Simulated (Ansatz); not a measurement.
Input and command of a plane-wave DFT calculation in Ansatz:

```yaml
crystal:
  lattice:
    - [2.8999984104, 0.0, 0.0]
    - [-1.4499992052, 2.5114722944, 0.0]
    - [0.0, 0.0, 4.88]
  atoms:
    - { symbol: Au, position: [0.2564122517, 0.6103565268, 0.7090163934] }
    - { symbol: Au, position: [0.6666666667, 0.3333333333, 0.25] }
basis:
  ecutwfc: 500
kpoints:
  mp_grid: { grid: [18, 18, 10] }
hamiltonian:
  xc: r2scan
scf:
  occupations: { method: gaussian, width: 0.15 }
output:
  forces: true
  stress: true
  eigenvalues: true
```

```bash
ansatz run input.yaml --threads 1 --pin off --max-ram 2560MiB --backend cpu --events-out ev --progress --plain --runs-dir out
```

Processor: AMD EPYC 9R45 96-Core Processor (Zen 5), 1 thread, on a host shared with other jobs.

Question: How long does it run, and how much memory does it take?

Answer: About 49 s on 1 thread of AMD EPYC 9R45 96-Core Processor (Zen 5) (shared host), peak memory 1.4 GiB. It solves 23 bands at 1624 k points (the mesh reduced by symmetry) with about 893 plane waves, in 7 SCF iterations.
